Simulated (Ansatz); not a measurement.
**One run on MnHg (P4/mmm): parallel moments**

Theory: DFT, PBE, PAW with Ansatz's default frozen-core files, scalar-relativistic in Ansatz 0.2.0.

Command: `ansatz run input.yaml --threads 2 --pin off --max-ram 6144MiB --backend cpu --events-out ev --progress --plain --runs-dir out`

```yaml
crystal:
  lattice:
    - [3.288, 0.0, 0.0]
    - [0.0, 3.288, 0.0]
    - [0.0, 0.0, 6.626]
  atoms:
    - { symbol: Mn, position: [0.5, 0.5, 0.25], spin: 4.0 }
    - { symbol: Mn, position: [0.5, 0.5, 0.75], spin: 4.0 }
    - { symbol: Hg, position: [0.0, 0.0, 0.0] }
    - { symbol: Hg, position: [0.0, 0.0, 0.5] }
magnetization:
  spin_polarized: true
kpoints:
  mp_grid: { grid: [11, 11, 6] }
scf:
  occupations: { method: fermi_dirac, width: 0.05 }
  lower_state_search: "off"
hamiltonian:
  xc: pbe
  pseudopotentials: { kind: paw }
output:
  forces: true
  stress: true
  eigenvalues: true
  populations: true
```

Log:

```
Engine: ansatz 0.2.0
Pseudopotentials: kind: paw
Pseudopotential: Mn, paw, valence charge 15, recommended cutoff 420 eV (normal), Mn.paw.azcp
Pseudopotential: Hg, paw, valence charge 20, recommended cutoff 420 eV (normal), Hg.paw.azcp
Functional definition: PBE
  parameter kappa = 0.804
  parameter beta = 0.06672455060314922
  exchange = pbe_x(kappa = kappa, mu = beta*pi^2/3)
  correlation = pbe_c(beta = beta)
Crystal: 4 atoms, lattice volume = 71.633 Å³
Basis set: ecut = 420 eV, 1447 PW (Γ), exchange–correlation on 48×48×90 points (8 copies of the dense FFT grid, shifted against one another)
Bands: 47, of which v1, the nominal top of the filled ones, is band 35 counted from 1 (34 counted from 0)
Symmetry: 32 space group operations
Space group: P4/mmm (ITA 123), of the structure as read, at distance tolerance 4.2e-5 Å
Magnetic group: BNS 123.339 (UNI 999), of the structure as read, at distance tolerance 4.2e-5 Å
k-points: 84 of 726
Non-local potential: Mn, projectors of the file, l = 0: 3, l = 1: 2, l = 2: 3, l = 3: 1
Non-local potential: Hg, projectors of the file, l = 0: 3, l = 1: 2, l = 2: 2, l = 3: 1
PAW form: soft (Blöchl's): semilocal exchange-correlation on the pseudo side does not see the compensation charge
PAW one-centre angular grid: Mn, 590 points (default); XC on 64 Gauss nodes
PAW one-centre angular grid: Hg, 590 points (default); XC on 64 Gauss nodes
Initial density: superposition of atomic densities (chi_scale 0.1, normalization cell)
Starting moments: Σ|m| = 8 μB on 2 of 4 sites
Initial wavefunctions: pseudopotential atomic-orbital guess
Functional: x = pbe(κ = 0.804, μ = 0.2195149727645171), c = pbe(β = 0.06672455060314922)
SCF iter   1: F=—  HF=-35425.220347 eV  |F-HF|=—  |Δ(HF+E_count)|=         —  Δρ=6.55e-2 (↑5.09e-2 ↓6.55e-2)  dr2=1.24e1  dr2_m=7.43e-2  M=6.991 μB ∫|m|=7.340 μB  β_m=0.30  ethr=3.10e-3  ⟨swp⟩=5.2  Hψ=25248  notcnv=0  defer=61
preconditioner: auto → Kerker (q_TF=auto, 2.718 Å⁻¹)  [metal: Δε(μ)=0.000 eV  Ē_g=9.265 eV  σ=0.050 eV  W_gap=0.00  n_scr=28 (ndim 8)  ℏωp=27.0 eV  f_vac=0.000  D(μ)=5.82/eV (n_scr^D=60)]
[...]
  E_ewald      = -9848.445916
  E_smearing   = -0.027722  (= −TS)
  E_closure    = 0.000000  (closes the sum)
  Σ components = -35423.194824   (vs F -35423.194824, Δ=0.00e0)
--- Forces (eV/Å), atoms counted from 1 ---
  atom   1  Mn     0.00000000     0.00000000     0.00000000
  atom   2  Mn     0.00000000     0.00000000     0.00000000
  atom   3  Hg    -0.00000000    -0.00000000     0.00000000
  atom   4  Hg    -0.00000000    -0.00000000     0.00000000
  max |Σ_I F_I| component: 9.66e-30 eV/Å
--- Stress (GPa, compression-positive) ---
        2.059109      -0.000000       0.000000
       -0.000000       2.059109       0.000000
        0.000000       0.000000       2.018850
  P = ⅓ Tr σ = 2.0457 GPa (20.457 kbar)
--- Band table (eV; the first three rows and the last of 168) ---
  k-point 0 ↑: bands = ["-98.9565", "-98.9563", "-64.7711", "-64.7702", "-47.3878", "-47.3754", "-47.3748", "-47.3748", "-47.3739", "-47.3739", "-33.5391", "-33.5221", "-33.5191", "-33.5191", "-33.5183", "-33.5183", "6.8202", "8.2472", "8.2591", "8.3492", "8.5506", "9.1283", "9.1283", "9.4361", "9.4361", "9.4552", "9.6100", "11.2524", "11.5229", "13.2635", "13.6538", "13.6711", "13.8436", "13.8436 …
  k-point 1 ↑: bands = ["-98.9565", "-98.9563", "-64.7711", "-64.7703", "-47.3869", "-47.3762", "-47.3748", "-47.3748", "-47.3739", "-47.3739", "-33.5380", "-33.5232", "-33.5191", "-33.5191", "-33.5183", "-33.5183", "6.9287", "8.2661", "8.2788", "8.3108", "8.5286", "9.1483", "9.1483", "9.4149", "9.4149", "9.4652", "9.5992", "10.2631", "12.5508", "13.2915", "13.6294", "13.6829", "13.8832", "13.8832 …
  k-point 2 ↑: bands = ["-98.9565", "-98.9563", "-64.7709", "-64.7704", "-47.3847", "-47.3785", "-47.3746", "-47.3746", "-47.3741", "-47.3741", "-33.5349", "-33.5263", "-33.5189", "-33.5189", "-33.5185", "-33.5185", "7.2363", "8.0544", "8.3186", "8.4700", "8.4728", "9.2036", "9.2036", "9.3574", "9.3574", "9.3678", "9.4927", "9.5700", "13.3665", "13.3747", "13.5614", "13.7021", "13.9962", "13.9962" …
  k-point 83 ↓: bands = ["-98.9239", "-98.9239", "-60.6582", "-60.6582", "-47.3511", "-47.3511", "-47.3511", "-47.3511", "-47.3436", "-47.3436", "-29.5019", "-29.5019", "-29.5018", "-29.5018", "-29.4934", "-29.4934", "8.3275", "8.3275", "8.7508", "8.7508", "8.7538", "8.7538", "9.2594", "9.2594", "10.0447", "10.0447", "13.2903", "13.2903", "15.1419", "15.1419", "15.2082", "15.2082", "17.7263", "17. …
--- Löwdin populations: 4 sites ---
  site symbol       q [e]    m [muB]
     0     Mn     14.8408     4.0144
     1     Mn     14.8408     4.0144
     2     Hg     19.3442     0.0139
     3     Hg     19.3442     0.0139
  spilling = 0.023285 (of n_electrons = 70.000000)
```

populations.tsv:

```
# site	symbol	l	j	q_up	q_dn
# orbitals = lowdin
# n_electrons = 70.000000
# spilling = 0.023285
0	Mn	0_3S	-	0.999911	0.999932
0	Mn	0_4S	-	0.571207	0.517478
0	Mn	1_3P	-	2.999805	2.999497
0	Mn	2_3D	-	4.856684	0.896306
1	Mn	0_3S	-	0.999911	0.999932
1	Mn	0_4S	-	0.571207	0.517478
1	Mn	1_3P	-	2.999805	2.999497
1	Mn	2_3D	-	4.856684	0.896306
2	Hg	0_5S	-	0.995912	0.995255
2	Hg	0_6S	-	0.712808	0.745583
2	Hg	1_5P	-	2.998855	2.998034
2	Hg	2_5D	-	4.971494	4.926258
3	Hg	0_5S	-	0.995912	0.995255
3	Hg	0_6S	-	0.712808	0.745583
3	Hg	1_5P	-	2.998855	2.998034
3	Hg	2_5D	-	4.971494	4.926258
```

Site moments (μB): Mn1 3.86, Mn2 3.86, Hg3 -0.02, Hg4 -0.02. Cell moment 7.80 μB.

The magnetic group in the log treats spin as a scalar label, without spin–orbit coupling.

The Ansatz runs typed with the search for lower states off end where their start leads. Spin–orbit coupling is left out although heavy atoms are present. These are results for the start and cell typed. The real compound can order otherwise, in a larger cell, or not at all, since semilocal functionals at zero temperature often overstate magnetism.

It took 19 s on 2 threads of Arm Neoverse V2, on a shared host, peak memory 0.62 GiB.
